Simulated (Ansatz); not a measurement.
# Phonon dispersion of Te2As

Method: DFT PBE, scalar-relativistic, plane waves, PAW (Ansatz 0.2.0). Cutoff 420 eV, 10×10×4 k-points (Γ-centred), Fermi-Dirac smearing of 0.15 eV. No spin polarisation. Phonons by linear response, acoustic sum rule imposed.

Equilibrium structure at this level:
```
CELL_PARAMETERS angstrom
4.25537 0.00000 0.00000
0.00000 4.25537 0.00000
0.00000 0.00000 9.78609
ATOMIC_POSITIONS crystal
Te 0.50000 0.00000 0.64327
Te 0.00000 0.50000 0.35673
Te 0.50000 0.00000 0.03145
Te 0.00000 0.50000 0.96855
As 0.50000 0.00000 0.36205
As 0.00000 0.50000 0.63795
```

It was reached by relaxing an invented guess, and it needn't be the stable form of this composition. In a metal, frequencies and elastic constants depend on the k mesh and the smearing, soft modes and shear constants most. Spin–orbit coupling is left out, which matters for heavy elements. The q mesh is coarse, so values between its points are rough.

Force constants from linear response on a 2×2×1 q mesh.

Problem. Is the structure dynamically stable on the q mesh?

Solution. No: at q = (0.000, 0.000, 0.000) a mode is imaginary, 23i cm⁻¹.

Problem. Give the frequencies (cm⁻¹) at the zone-boundary points of high symmetry (interpolated where a point lies off the q mesh).

Solution.
| point | q | frequencies |
| --- | --- | --- |
| X | 0.000 0.500 0.000 | 47 47 65 65 78 78 82 82 98 98 112 112 114 114 127 127 157 157 |
| M | 0.500 0.500 0.000 | 32 32 51 51 53 53 59 59 67 67 79 79 80 80 94 94 136 136 |
| Z | 0.000 0.000 0.500 | 23i 23i 10 11 11 17 17 27 69 69 91 98 113 113 125 125 128 146 |
| R | 0.000 0.500 0.500 | 33 33 69 69 78 78 82 82 101 101 112 112 118 118 124 124 156 156 |
| A | 0.500 0.500 0.500 | 34 34 48 48 55 55 58 58 61 61 84 84 87 87 90 90 136 136 |
